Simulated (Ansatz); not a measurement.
Computed with Ansatz 0.2.0, DFT PBE, scalar-relativistic, plane waves, PAW. All cells share a 420 eV cutoff and Γ-centred k meshes spaced at most about 0.3 Å⁻¹ (2π included). No spin polarisation in the final relaxations.

Temperature and zero-point effects are left out.

Compare these two cells of KBeCl3, each relaxed at this level.

A.

```xyz
10
Lattice="6.6262 0.0000 0.0000 0.0000 6.6262 0.0000 0.0000 0.0000 4.6842" Properties=species:S:1:pos:R:3 pbc="T T T"
K     0.0000    3.3131    2.3421
K     3.3131    0.0000    2.3421
Be    3.3131    3.3131    0.0000
Be    0.0000    0.0000    0.0000
Cl    4.9887    1.6756    0.0000
Cl    4.9506    4.9887    0.0000
Cl    3.3131    3.3131    2.3421
Cl    1.6375    4.9506    0.0000
Cl    1.6756    1.6375    0.0000
Cl    0.0000    0.0000    2.3421
```

B.

```xyz
10
Lattice="5.0726 0.0000 0.0000 0.0000 8.9959 0.0000 -0.1577 0.0000 7.0669" Properties=species:S:1:pos:R:3 pbc="T T T"
K     3.0715    5.3529    5.9192
K     1.8434    0.8549    1.1478
Be    1.0690    5.3898    2.1559
Be    3.8459    0.8919    4.9110
Cl    0.5330    5.5354    3.9951
Cl    4.3820    1.0374    3.0719
Cl    2.3300    4.0320    1.6262
Cl    4.4196    2.1690    6.2446
Cl    0.4953    6.6670    0.8223
Cl    2.5849    8.5299    5.4408
```

Question: Which would you expect to be lower, and how large is the difference?

Answer: B is lower, by 295 meV/atom. A has space group P4/mbm (No. 127), 20.6 Å³/atom and a gap of 2.43 eV on its mesh; B has space group P2_1 (No. 4), 32.2 Å³/atom and a gap of 5.26 eV. Counting Cl atoms around Be and K (those within 1.25 times the shortest such distance or 1.15 times the sum of covalent radii, 1.27 where that leaves under three; the shortest distance is added where it exceeds 1.18 times the sum of covalent radii), A has K 12, Be 6 from 2.3 Å and B has K 7, Be 3. The lower one is the more open, so pressure narrows the difference. Both come from invented guesses.

Kohn–Sham gaps at this level usually fall short of measured ones. Cells relaxed within their symmetry can be saddle points. The P2_1 cell of KBeCl3 came from shaking the P4/mbm one.
